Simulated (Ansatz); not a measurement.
C:
Space group P6₃/mmc (No. 194); a = 2.5054 Å, b = 2.5054 Å, c = 8.2646 Å, α = 90.00°, β = 90.00°, γ = 120.00°

```tsv
atom	site	symmetry	x	y	z
C	4e	3m.	0.0000	0.0000	0.0930
C	4f	3m.	0.3333	0.6667	0.1555
```

Relaxed with PBEsol.

Question: Decompose the optical modes at the zone centre into irreducible representations, and say which are infrared and Raman allowed.

Answer: Point group 6/mmm: Γ_opt = 2A1g + A2u + 2B1g + 2B2u + 2E1g + E1u + 2E2g + 2E2u. Infrared: A2u, E1u. Raman: A1g, E1g, E2g.

Question: Assign frequencies (DFPT, plane-wave PAW PBEsol (Ansatz code)).

Answer: E2u 389, E2g 407, E1g 532, B1g 699, B2u 709, A1g 1058, E1u 1211, A2u 1245, E2g 1246, E2u 1259, B2u 1288, A1g 1295, E1g 1308, B1g 1316 cm⁻¹.

Subscripts of B labels follow the axes of the standard setting.

Space group P6_3/mmc. The workflow started from a Materials Project entry (that database holds measured and hypothetical structures alike). Its sites differ from those of the usual phase in this space group: another stacking or structure type. The PBEsol relaxation kept the symmetry of its start; phonons on a q-mesh show no instability.

Potentials: the later of the program's two PAW sets.
